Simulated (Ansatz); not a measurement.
**K₂AlH₂OF₅: which input changes reach the field gradients?**

Cell: a refined structure from the COD, ions relaxed with PBE at fixed cell.

```cif
data_K2AlH2OF5
_symmetry_space_group_name_H-M 'P2_1/m'
_symmetry_Int_Tables_number 11
_cell_length_a 6.1330
_cell_length_b 7.4750
_cell_length_c 6.1420
_cell_angle_alpha 90.000
_cell_angle_beta 97.170
_cell_angle_gamma 90.000
loop_
_atom_site_label
_atom_site_type_symbol
_atom_site_symmetry_multiplicity
_atom_site_Wyckoff_symbol
_atom_site_fract_x
_atom_site_fract_y
_atom_site_fract_z
K1 K 2 e 0.0802 0.2500 0.5005
K3 K 2 e 0.5027 0.2500 0.0790
Al Al 2 a 0.0000 0.0000 0.0000
H H 4 f 0.3828 0.6465 0.3834
O O 2 e 0.5431 0.2500 0.5410
F13 F 2 e 0.9943 0.2500 0.9953
F15 F 4 f 0.8058 0.9996 0.1962
F19 F 4 f 0.2244 0.0063 0.2219
```

One atom of each set is listed.

Reference run. Computed with Ansatz: DFT, PBE, plane waves and PAW, scalar-relativistic, 420 eV cutoff, Γ-centred 4×3×4 k-points, Fermi–Dirac smearing 0.02 eV.

It gives V_zz (10²¹ V/m²) O -13.28 (η 0.85), F13 10.94 (η 0.02), H 3.50 (η 0.11), among others. Each of these runs changes the input as listed (caps on SCF iterations aside):

A. hamiltonian.xc: pbe → pbesol
B. scf.eigensolver.kind: not typed → davidson; scf.n_extra_bands: not typed → 4; basis.xc_grid: not typed → 3

Task: How does each run end, and how far do the gradients move?

Result: 

```tsv
run	O V_zz (η)	F13 V_zz (η)	H V_zz (η)	largest change of a gradient tensor, all atoms	note
A	-12.82 (0.85)	10.90 (0.02)	3.55 (0.11)	0.46	converged
B	-13.28 (0.85)	10.94 (0.02)	3.50 (0.11)	0.00	converged
```

Run A moves them most, on O (V_zz from -13.28 to -12.82); against its own size the tensor moves most on K3 among sites above 0.3 (by 0.09, V_zz from 0.60 to 0.54).

On the reference run: The lattice is static: at room temperature water may turn and average the couplings of its hydrogen. The entry's hydrogen positions were far off; the other atoms hardly move on relaxation.
